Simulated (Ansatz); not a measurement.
The relaxed structure here is a generated cell of Si2Ni: the first start was made by a random draw of sites in a space group, and the end was not matched to a known phase here, so it may be hypothetical. Known forms of Si2Ni include space group No. 225.

One stationary structure of Si2Ni. The numbers are results of r2SCAN (plane waves to 500 eV, PAW, scalar-relativistic; Ansatz, a first-principles code), not measurements.

```
CELL_PARAMETERS angstrom
     -4.15054     4.15054     4.15054
      4.15054    -4.15054     4.15054
      4.15054     4.15054    -4.15054
ATOMIC_POSITIONS crystal
  Ni 0.00000 0.50000 0.50000
  Ni 0.50000 0.00000 0.50000
  Ni 0.50000 0.50000 0.00000
  Si 0.50000 0.25000 0.75000
  Si 0.50000 0.75000 0.25000
  Si 0.75000 0.50000 0.25000
  Si 0.25000 0.50000 0.75000
  Si 0.25000 0.75000 0.50000
  Si 0.75000 0.25000 0.50000
```

Problem. Find the space group and the Wyckoff positions (tolerance 0.01 Å).

Solution. Space group Im-3m (No. 229); a = 8.301 Å, b = 8.301 Å, c = 8.301 Å, α = 90.00°, β = 90.00°, γ = 90.00°

```
atom  site  symmetry       x       y       z
----  ----  --------  ------  ------  ------
Ni      6b    4/mm.m  0.0000  0.0000  0.5000
Si     12d     -4m.2  0.0000  0.2500  0.5000
```

Problem. Give the shortest distances between elements (the closest pairs, up to four, under 3.6 Å).

Solution. Ni–Si 2.08 Å; Si–Si 2.93 Å.

Volume per atom: 31.78 Å³
Band gap: no clear gap: the sampled points leave 0.04 eV away from the symmetry points, which may be a band crossing missed between them
Smallest direct gap: 0.11 eV at k = (0, 0, 0.125)
Magnetic moment: zero (the starting moments vanished)

No spin polarisation in the result: the starting moments vanished. A magnetic state may lie lower.

The run could not lose the symmetry of its start, so the end can be a saddle point.

All atoms sit on sites fixed by symmetry, so only the cell could relax.
